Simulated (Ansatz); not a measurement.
TaSnS in space group P4/nmm (No. 129; Ta on 2c, Sn on 2a, S on 2c) under volume change, PBE in the plane-wave PAW code Ansatz, shape and atoms relaxed at each volume.

```tsv
V (Å³/atom)	E − E(relaxed) (meV/atom)	P (GPa)
18.199	27.7	8.11
18.780	6.5	3.70
19.361	0.0	0.00
19.942	5.8	-3.08
20.523	21.7	-5.63
```

Problem. What does a third-order Birch–Murnaghan fit give for V₀, B₀ and B′?

Solution. V₀ = 19.36 Å³/atom, B₀ = 112 GPa, B′ = 5.0.

The start of the workflow was typed in or built on a structure type; neither database checked (COD, Materials Project) lists it. Whether it is the stable phase at ambient conditions was not checked. Symmetry was held in the PBE relaxation; whether a distortion lowers the energy is not shown. No spin polarisation was allowed. The volume moved by -18 % from the start of the relaxation. Spin–orbit coupling is left out wherever it is not named.

Potentials: the earlier of the program's two PAW sets.
